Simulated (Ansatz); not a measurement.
AlPt3 (Cu3Au type, Pm-3m), DFT-LDA in the program Ansatz with PAW potentials, all energies at zero smearing, with the estimated change up to a 700 eV cutoff added, with one set of potentials and settings (totals compare only within such a set). Cell of 4 atoms (1 Al, 3 Pt): -37250.712 eV.

| element | reference phase | E (eV/atom) |
|---|---|---|
| Al | Fm-3m, 1 atoms in the cell | -512.8755 |
| Pt | Fm-3m, 1 atoms in the cell | -12244.9860 |

Formation energy per atom, worked out: (-37250.712 − 1×(-512.8755) − 3×(-12244.9860))/4 = -0.720 eV/atom (-69 kJ per mol of atoms), at 0 K, without zero-point energy or fitted corrections.

The workflow started from a Materials Project entry (that database holds measured and hypothetical structures alike); the Crystallography Open Database copy checked does not list it. Whether it is the stable phase at ambient conditions was not checked. Symmetry was held in the LDA relaxation; whether a distortion lowers the energy is not shown. No spin polarisation was allowed. The references are the lowest solids computed at this level, not always the standard phases. Scalar-relativistic: spin–orbit coupling is off unless named, which matters more the heavier the elements.

Potentials: the later of the program's two PAW sets.
